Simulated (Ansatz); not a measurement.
An Ansatz (an electronic-structure program) run. Input:

Ansatz 0.2 input:
```yaml
crystal:
  lattice:
    - [0.0, 2.9389044308, 2.9389044308]
    - [2.9389044308, 0.0, 2.9389044308]
    - [2.9389044308, 2.9389044308, 0.0]
  atoms:
    - { symbol: S, position: [0.75, 0.75, 0.75] }
    - { symbol: Cd, position: [0.0, 0.0, 0.0] }
kpoints:
  mp_grid: { grid: [8, 8, 8] }
hamiltonian:
  xc: r2scan
  pseudopotentials: { kind: paw }
scf:
  occupations: { method: fixed }
checkpoint: { read: static.run }
output: { write_density: true, elf: true, volumetric_format: npy }
basis: { fft_grid_basis: typed }
```

Output (shortened):

```
Pseudopotential: S, paw, valence charge 6
Pseudopotential: Cd, paw, valence charge 20
Functional definition: r2SCAN
Crystal: 2 atoms, lattice volume = 50.768 Å³
Basis set: ecut = 500 eV, 1243 PW (Γ), exchange–correlation on 128×128×128 points (64 copies of the dense FFT grid, shifted against one another)
Bands: 17, of which v1, the nominal top of the filled ones, is band 13 counted from 1 (12 counted from 0)
Symmetry: 24 space group operations
Space group: F-43m (ITA 216), of the structure as read, at distance tolerance 3.7e-5 Å
k-points: 29 of 512 (time reversal used)
Stability of the state it starts from, as read at its close in the unpolarized treatment …
iter 1 solved again at ethr=7.14e-8 eV; its pass at ethr=3.10e-3 eV (dr2=1.86e-5 eV) is discarded
SCF iter   1: F=—  HF=-9175.610291 eV  |F-HF|=—  |Δ(HF+E_count)|=         —  Δρ=7.78e-7  dr2=1.63e-10  dr2_τ=4.54e-11  ethr=7.14e-8  ⟨swp⟩=3.0  Hψ=3482  notcnv=0  defer=53
preconditioner: auto → none
SCF iter   2: F=-9175.610291 eV  HF=-9175.610291 eV  |F-HF|=5.64e-11  |Δ(HF+E_count)|=   1.84e-8  Δρ=5.48e-7  dr2=1.22e-10  dr2_τ=3.35e-11  ethr=1.00e-12  ⟨swp⟩=7.9  Hψ=2217  notcnv=0
SCF 1 converged in 2 iterations: F = -9175.610291 eV  dr2 = 1.22e-10
SCF converged after 2 iterations
Free energy (F): -9175.610291 eV
Harris-Foulkes:  -9175.610291 eV  (|F-HF|=5.64e-11)
Internal energy: -9175.610291 eV  (E = F + TS)
E sigma→0 (E₀):  -9175.610291 eV
Fermi energy:    6.321594 eV
--- Per-component energies (eV) ---
  E_band       = -540.871026
  E_kinetic    = 611.711014
  E_local      = -4048.634130  (includes V_loc(G=0)·N_el)
  E_nonlocal   = 63.147388
  E_hartree    = 1858.998637
  E_xc         = -259.880109
  E_vxc        = -340.104913  (∫ρ·V_xc dr)
  E_paw        = -4715.918402  (= ΣΔE_a)
  E_vpaw       = -566.714385  (= ΣTr[D̂ρ^β])
  E_aug_tail   = 0.000007  (compensation charges beyond the density's cutoff)
  E_vtau       = 21.726622  (kinetic-family band-sum trace: ∫τ·v_τ [+ j·A + Jᵃ·Aᵃ] dr)
  E_ewald      = -2684.360157
  E_core_change = -0.674537  (= ΣΔE_core)
  E_smearing   =  0.000000  (= −TS)
  E_closure    = 0.000000  (closes the sum)
  Σ components = -9175.610291   (vs F -9175.610291, Δ=0.00e0)
  [band-id]    e_kinetic+e_local+e_nonlocal+2·e_hartree+e_vxc+e_vpaw+e_augmentation_tail+e_vtau = -540.871124   (vs E_band -540.871026, Δ=-9.82e-5)
--- Band table (eV; the first three rows and the last of 29) ---
  k-point 0: bands = ["-97.7154", "-57.8784", "-57.8784", "-57.8784", "-6.3987", "-1.5945", "-1.5945", "-1.5945", "-1.1223", "-1.1223", "6.3216", "6.3216", "6.3216", "7.8648", "13.3904", "13.3904", "13.3904"]
  k-point 1: bands = ["-97.7154", "-57.8785", "-57.8784", "-57.8784", "-6.3391", "-1.5725", "-1.5725", "-1.5372", "-1.1231", "-1.1231", "5.3610", "6.2038", "6.2038", "8.6574", "13.0865", "13.5883", "13.5883"]
  k-point 2: bands = ["-97.7154", "-57.8787", "-57.8784", "-57.8784", "-6.1945", "-1.5246", "-1.5246", "-1.3389", "-1.1178", "-1.1178", "3.8929", "5.9372", "5.9372", "9.5017", "13.0196", "13.8776", "13.8776"]
  k-point 28: bands = ["-97.7154", "-57.8788", "-57.8788", "-57.8786", "-5.8658", "-1.3603", "-1.3451", "-1.1603", "-1.1135", "-0.5154", "2.5326", "4.1229", "4.1589", "12.0481", "12.1797", "14.0685", "14.7386"]
```

Cost: roughly 6 core-seconds on shared cores.

The cell was relaxed with r²SCAN under the symmetry of its start. Spin–orbit coupling is left out wherever it is not named.

Potentials: the later of the program's two PAW sets.

Ansatz is a plane-wave DFT program.
